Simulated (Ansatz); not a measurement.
A geometry of Bi away from equilibrium: step 4 of the relaxation of a relaxed Bi cell shaken by Gaussian noise of σ = 0.08 Å a coordinate. Method: r2SCAN (plane waves to 500 eV, PAW, scalar-relativistic; Ansatz, a program for electronic structure). Γ-centred k-mesh 5×5×5 on the run's cell (coarser than for final values), Fermi–Dirac smearing 0.05 eV. The plane waves were selected for a different cell earlier on the path.

```xyz
8
Lattice="6.4301 -0.0156 -0.0041 -0.0156 6.4186 0.0031 -0.0041 0.0031 6.3707" Properties=species:S:1:pos:R:3 pbc="T T T"
Bi     2.1213     0.1240     3.0927
Bi     5.3231     0.0530     2.8861
Bi    -0.1912     3.0904     2.0479
Bi     0.0571     2.8435     5.2275
Bi     3.4740     1.9613    -0.2520
Bi     2.8918     5.1468    -0.0569
Bi    -0.1985    -0.3667    -0.1836
Bi     3.1241     3.4993     3.1099
```

Give the Cartesian forces on all atoms (eV/Å).


| atom | Fx | Fy | Fz |
|---|---|---|---|
| Bi1 | 0.34 | -0.20 | 0.05 |
| Bi2 | 0.44 | -0.07 | -0.15 |
| Bi3 | -0.12 | 0.00 | 0.40 |
| Bi4 | -0.10 | -0.07 | 0.37 |
| Bi5 | -0.08 | 0.46 | -0.22 |
| Bi6 | -0.13 | 0.35 | 0.05 |
| Bi7 | -0.20 | -0.24 | -0.29 |
| Bi8 | -0.15 | -0.25 | -0.21 |

The path ends in R-3m (No. 166) (AFLOW prototype A_hR2_166_c (A7, as in As)). No spin polarisation in the result.

Of the parent cell (Pm-3n (No. 223)): it is a generated cell of Bi: the first start was made by placing the elements on the sites of a structure type, and the end was not matched to a known phase here, so it may be hypothetical. Known forms of Bi include space group No. 166.
